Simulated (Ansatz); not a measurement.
PbF₂:
```xyz
3
Lattice="0.0000 2.9727 2.9727 2.9727 0.0000 2.9727 2.9727 2.9727 0.0000" Properties=species:S:1:pos:R:3 pbc="T T T"
Pb     0.0000     0.0000     0.0000
F      1.4864     1.4864     1.4864
F      4.4591     4.4591     4.4591
```

Relaxed with r²SCAN+D4. Special points in fractions of this cell's reciprocal vectors: Γ (0.000, 0.000, 0.000); X (0.500, 0.000, 0.500); U (0.625, 0.250, 0.625); K (0.375, 0.375, 0.750); L (0.500, 0.500, 0.500); W (0.500, 0.250, 0.750).

Problem. List the band energies nearest the valence-band maximum at these points for DFT-r²SCAN+D4 with spin–orbit coupling in the program Ansatz with PAW potentials.

Solution. In eV from the valence-band maximum; about four levels below and three above (degenerate sets whole), none deeper than 8.9 eV; points with the same levels are listed once.

| k | below | above |
|---|---|---|
| Γ | -2.08 -2.08 -2.08 -2.08 | 5.50 5.50 7.96 7.96 7.96 7.96 |
| X | -1.69 -1.69 -0.14 -0.14 | 4.52 4.52 7.78 7.78 |
| U | -1.73 -1.73 -0.03 -0.03 | 5.21 5.21 7.10 7.10 |
| L | -2.29 -2.29 -0.07 -0.07 | 4.99 4.99 7.39 7.39 |
| W | -1.65 -1.65 0.00 0.00 | 5.46 5.46 7.06 7.06 |

Space group Fm-3m (fluorite). The r²SCAN+D4 relaxation kept the symmetry of its start; phonons on a q-mesh show no instability.

Potentials: the later of the program's two PAW sets.
